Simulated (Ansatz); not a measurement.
Relaxed PtS$_{2}$ (CdI2 type):

```
CELL_PARAMETERS angstrom
      3.55932     0.00000     0.00000
     -1.77966     3.08246     0.00000
      0.00000     0.00000     4.38465
ATOMIC_POSITIONS crystal
  Pt 0.00000 0.00000 0.00000
  S  0.66667 0.33333 0.27120
  S  0.33333 0.66667 0.72880
```

Scan: atom 2 (S, nearest neighbour Pt at 2.374 Å; its periodic images, 3.6 Å or more away, move with it) is displaced along Cartesian [111], direction (0.577, 0.577, 0.577) in Cartesian axes, by s. The other atoms stay.

The numbers are results of PBEsol-D3(BJ) (plane waves to 420 eV, PAW, scalar-relativistic; Ansatz, a first-principles code), not measurements. k mesh 12×12×9 (Γ-centred), Fermi-Dirac smearing 0.05 eV. Energies are smeared free energies. With partly filled bands, energies and forces of such displacements shift with the k mesh and the smearing. PtS2 is run without spin polarisation. PtS2 was relaxed with its symmetry unable to fall. Spin-orbit coupling is left out, though Pt is heavy. The PAW data are Ansatz's earlier set. The zero of ΔE is the undisplaced structure.

The scan covers s from -0.240 to 0.240 Å in 11 points.

Is the energy the same for displacements of ±0.240 Å, and if not, which side lies higher?

Not even: the negative side lies higher at ±0.240 Å. With its periodic images moving along, the atom's site symmetry in this cell is 3m..

What force acts on the atom along the line at s = -0.240 Å?

3.84 eV/Å.

What is the energy change at s = 0.240 Å?

216 meV/cell.

What is the force constant k = d²E/ds² of this move at s = 0?

10.5 eV/Å².

(For displaced atoms, the force is minus the slope of the energy, and its curvature is a force constant, which sets phonon frequencies.)
